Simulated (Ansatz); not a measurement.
A relaxation computed with Ansatz, from input to last step.

```yaml
crystal:
  lattice:
    - [2.9807604304, 0.0, 0.0]
    - [-1.4903802152, 2.5814142553, 0.0]
    - [0.0, 0.0, 4.7685478785]
  atoms:
    - { symbol: Ti, position: [0.6666666667, 0.3333333333, 0.2627063609] }
    - { symbol: Ti, position: [0.3333333333, 0.6666666667, 0.7372936391] }
    - { symbol: O, position: [0.0, 0.0, 0.0] }
basis:
  ecutwfc: 420
kpoints:
  mp_grid: { grid: [18, 18, 10] }
hamiltonian:
  xc: pbesol
scf:
  occupations: { method: gaussian, width: 0.1 }
output:
  forces: true
  stress: true
  eigenvalues: true
relax:
  adjacent_minimum: "off"
  f_tol: 0.008
  max_steps: 50
  cell: { stress_tol: 0.08, p_target: -3.0 }
```

```bash
ansatz run input.yaml --threads 1 --pin off --max-ram 1331MiB --backend cpu --events-out ev --progress --plain --runs-dir out
```

Theory: DFT PBEsol, scalar-relativistic, plane waves, PAW in Ansatz.

Of 7 frames 7 are shown, positions in Å and forces in eV/Å; the SCF threshold varies from step to step. Steps run on the plane waves of an earlier cell, with a Pulay correction in the pressure. The basis is chosen afresh for the last frame, the zero of the energies, and at times for earlier ones too; energy and pressure step there, also at an unchanged geometry. The relaxation lowers the enthalpy F + PV at the target pressure, so the free energy itself can rise.

```xyz
3
Lattice="2.9808 0.0000 0.0000 -1.4904 2.5814 0.0000 0.0000 0.0000 4.7685" Properties=species:S:1:pos:R:3:forces:R:3 pbc="T T T" step=1 free_energy_over_end_meV_per_atom=3.99 pressure_GPa=-5.36
Ti    1.4904    0.8605    1.2527    0.0000    0.0000   -0.0746
Ti    0.0000    1.7209    3.5158    0.0000    0.0000    0.0746
O     0.0000    0.0000    0.0000    0.0000    0.0000    0.0000
3
Lattice="2.9652 0.0000 0.0000 -1.4826 2.5679 0.0000 0.0000 0.0000 4.7438" Properties=species:S:1:pos:R:3:forces:R:3 pbc="T T T" step=2 free_energy_over_end_meV_per_atom=-0.69 pressure_GPa=-2.55
Ti    1.4826    0.8560    1.2529    0.0000    0.0000   -0.1346
Ti    0.0000    1.7120    3.4909    0.0000    0.0000    0.1346
O     0.0000    0.0000    0.0000    0.0000    0.0000    0.0000
3
Lattice="2.9670 0.0000 0.0000 -1.4835 2.5695 0.0000 0.0000 0.0000 4.7563" Properties=species:S:1:pos:R:3:forces:R:3 pbc="T T T" step=3 free_energy_over_end_meV_per_atom=-0.12 pressure_GPa=-3.16
Ti    1.4835    0.8565    1.2500    0.0000    0.0000   -0.0390
Ti    0.0000    1.7130    3.5063    0.0000    0.0000    0.0390
O     0.0000    0.0000    0.0000    0.0000    0.0000    0.0000
3
Lattice="2.9702 0.0000 0.0000 -1.4851 2.5722 0.0000 0.0000 0.0000 4.7487" Properties=species:S:1:pos:R:3:forces:R:3 pbc="T T T" step=4 free_energy_over_end_meV_per_atom=-0.07 pressure_GPa=-3.20
Ti    1.4851    0.8574    1.2451    0.0000    0.0000   -0.0159
Ti    0.0000    1.7148    3.5036    0.0000    0.0000    0.0159
O     0.0000    0.0000    0.0000    0.0000    0.0000    0.0000
3
Lattice="2.9694 0.0000 0.0000 -1.4847 2.5715 0.0000 0.0000 0.0000 4.7447" Properties=species:S:1:pos:R:3:forces:R:3 pbc="T T T" step=5 free_energy_over_end_meV_per_atom=-0.43 pressure_GPa=-2.89
Ti    1.4847    0.8572    1.2424    0.0000    0.0000    0.0087
Ti    0.0000    1.7144    3.5023    0.0000    0.0000   -0.0087
O     0.0000    0.0000    0.0000    0.0000    0.0000    0.0000
3
Lattice="2.9699 0.0000 0.0000 -1.4849 2.5720 0.0000 0.0000 0.0000 4.7455" Properties=species:S:1:pos:R:3:forces:R:3 pbc="T T T" step=6 free_energy_over_end_meV_per_atom=-0.30 pressure_GPa=-3.00
Ti    1.4849    0.8573    1.2431    0.0000    0.0000    0.0000
Ti    0.0000    1.7147    3.5024    0.0000    0.0000    0.0000
O     0.0000    0.0000    0.0000    0.0000    0.0000    0.0000
3
Lattice="2.9699 0.0000 0.0000 -1.4849 2.5720 0.0000 0.0000 0.0000 4.7455" Properties=species:S:1:pos:R:3:forces:R:3 pbc="T T T" step=7 free_energy_over_end_meV_per_atom=0.00 pressure_GPa=-3.05
Ti    1.4849    0.8573    1.2431    0.0000    0.0000   -0.0002
Ti    0.0000    1.7147    3.5024    0.0000    0.0000    0.0002
O     0.0000    0.0000    0.0000    0.0000    0.0000    0.0000
```

Spin polarisation was left out, and a magnetic state may lie lower.